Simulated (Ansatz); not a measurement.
Values for one crystal, relaxed and computed with PBEsol in the plane-wave PAW code Ansatz; other levels are named.

```yaml
volume_per_atom: 23.54 Å³
band_gap: 1.38 eV (smallest direct gap 1.38 eV)
Young's modulus: 43.4 GPa
Pressure derivative B′: 4.0
Electronic dielectric constant ε∞ (DFPT): 6.90 (xx = yy), 6.94 (zz)
Highest zone-centre frequency (without LO–TO term): 233 cm⁻¹
Electron effective mass with spin–orbit coupling: 0.096, 0.11, 0.11 mₑ (principal values)
```

Q: Which compound is it?
A. ZnSnN2, R-3m (Zn on 3a, Sn on 3b, N on 6c)
B. ZnSe, P4_2/mnm (Zn on 4g, Se on 4f)
C. BP, P4_2/mnm (B on 4f, P on 4g)
D. BeSe, wurtzite

A: B, ZnSe, P4_2/mnm (Zn on 4g, Se on 4f)

The start of the workflow was typed in or built on a structure type; neither database checked (COD, Materials Project) lists it. It is not the phase usual at ambient conditions (space group No. 216). Symmetry was held in the PBEsol relaxation; its stability against distortions is not shown here. Spin–orbit coupling is left out wherever it is not named.

Potentials: the earlier of the program's two PAW sets. The files were generated under PBE; for other functionals the program regenerates the frozen cores, and for LDA and PBEsol the local potential too.
